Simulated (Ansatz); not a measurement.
ZnFe₃C (anti-perovskite, Pm-3m), the program Ansatz at the PBE level (PAW), all energies at zero smearing, with the estimated change up to a 700 eV cutoff added, with one set of potentials and settings (totals compare only within such a set). Cell of 5 atoms (1 Zn, 3 Fe, 1 C): -17011.424 eV.

```json
[
 {"element": "Zn", "reference phase": "C2/m, 3 atoms in the cell", "E (eV/atom)": "-3319.0295"},
 {"element": "Fe", "reference phase": "Im-3m, 1 atoms in the cell, spin-polarised", "E (eV/atom)": "-4480.4888"},
 {"element": "C", "reference phase": "P6_3/mmc, 4 atoms in the cell", "E (eV/atom)": "-250.9479"}
]
```

Formation energy per atom, worked out: (-17011.424 − 1×(-3319.0295) − 3×(-4480.4888) − 1×(-250.9479))/5 = 0.004 eV/atom (0 kJ per mol of atoms), at 0 K, without zero-point energy or fitted corrections.

The first step of the workflow began from a Materials Project structure, measured or hypothetical; the Crystallography Open Database copy checked does not list it. Its standing as an ambient phase is unchecked. The cell was relaxed with PBE under the symmetry of its start; its stability against distortions is not shown here. The final state is ferromagnetic, chosen from 4 collinear starts compared on coarse meshes (ties went to the first, and starts can fall back to one state), not a proven ground state. The references are the lowest solids computed at this level, not always the standard phases.

Potentials: the later of the program's two PAW sets.
